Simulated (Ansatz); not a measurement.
ReB2 in space group P6/mmm (No. 191; Re on 1a, B on 2d) under volume change, plane-wave PAW PBE (Ansatz code), shape and atoms relaxed at each volume.

```csv
V (Å³/atom),E − E(relaxed) (meV/atom),P (GPa)
7.966,83.5,36.82
8.229,35.1,22.59
8.491,8.3,10.42
8.754,0.0,0.00
9.017,7.5,-8.92
9.279,28.5,-16.54
9.542,61.1,-23.06
```

What does a third-order Birch–Murnaghan fit give for V₀, B₀ and B′?

V₀ = 8.75 Å³/atom, B₀ = 320 GPa, B′ = 4.2.

A made-up cell: these elements were put on the sites of a structure type; neither database checked (COD, Materials Project) lists it. COD files the formula under space group No. 194, so this cell is another polymorph or a model. Its standing as an ambient phase is unchecked. Symmetry was held in the PBE relaxation; its stability against distortions is not shown here. The run is not spin-polarised. Spin–orbit coupling is left out wherever it is not named.

Potentials: the earlier of the program's two PAW sets.
